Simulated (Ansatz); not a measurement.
**Structure search: one Cd3AgF candidate**

All numbers below come from DFT PBE, scalar-relativistic, plane waves, PAW (Ansatz). Cutoff 420 eV, Gaussian smearing, Γ-centred meshes. Cell and atoms relax first on a coarse mesh and then on a finer one. In between, the cell is made exact in the group found at 0.06 Å. In metals the finer mesh still leaves noise of several meV/atom or more. The steps can't lower the symmetry of their start. No spin polarisation in the relaxation; trial moments died out in a coarse test.

Recipe of this trial structure of Cd3AgF: random cell by space group and Wyckoff sites (Cmmm, No. 65). The dimensions are guesses.

```
CELL_PARAMETERS angstrom
3.29834 -3.44106 0.00000
3.29834 3.44106 0.00000
0.00000 0.00000 4.53936
ATOMIC_POSITIONS crystal
Cd 0.22739 0.22739 0.50000
Cd 0.77261 0.77261 0.50000
Cd 0.00000 0.00000 0.00000
Ag 0.50000 0.50000 0.00000
F 0.00000 0.00000 0.50000
```

Formation energies are uncorrected and refer to the elements' standard structures at the same level (F₂ as a molecule).

Q: Describe the relaxed structure.

A: The symmetry stays Cmmm (No. 65). The volume per atom grows by 9.2 %, from 20.6 to 22.5 Å³. The shortest distance goes from 1.50 Å (Cd–F) to 2.40 Å (Cd–F). The energy falls by about 3.2 eV/atom (the start's value is from the coarse mesh). The end is written in a standard setting, so origin, axes and order of atoms can differ from the start's. Conventional cell: a = 5.806 Å, b = 7.708 Å, c = 5.026 Å. Around Cd on a site of symmetry m2m lie 1 F at 2.40 Å, 2 Ag at 2.90 Å and 3 Cd at 2.91–3.05 Å; Cd on a site of symmetry mmm has 2 F at 2.51 Å and 2 Ag at 2.90 Å; Ag is surrounded by 6 Cd at 2.90 Å; F has 4 Cd at 2.40–2.51 Å.

```
Cd Ag F
1.0
     2.90318   -3.85424    0.00000
     2.90318    3.85424    0.00000
     0.00000    0.00000    5.02581
Cd Ag F
3 1 1
Direct
  0.68856 0.31144 0.50000
  0.31144 0.68856 0.50000
  0.00000 0.00000 0.00000
  0.50000 0.50000 0.00000
  0.00000 0.00000 0.50000
```

Q: Give its energy and gap.

A: The energy over the elements is −0.36 eV/atom and the gap on the 8×8×8 mesh of the 5-atom cell is 0 eV (a metal).

It lies below the elements, which doesn't yet make it stable against other compounds or structures.

The last run used Gaussian smearing of 0.10 eV. A structure relaxed within its symmetry needn't be a true minimum. In all, the 3 runs took 9.9 min on 1 thread of Intel(R) Xeon(R) Processor @ 2.50GHz (Skylake/Cascade Lake), on a shared host.
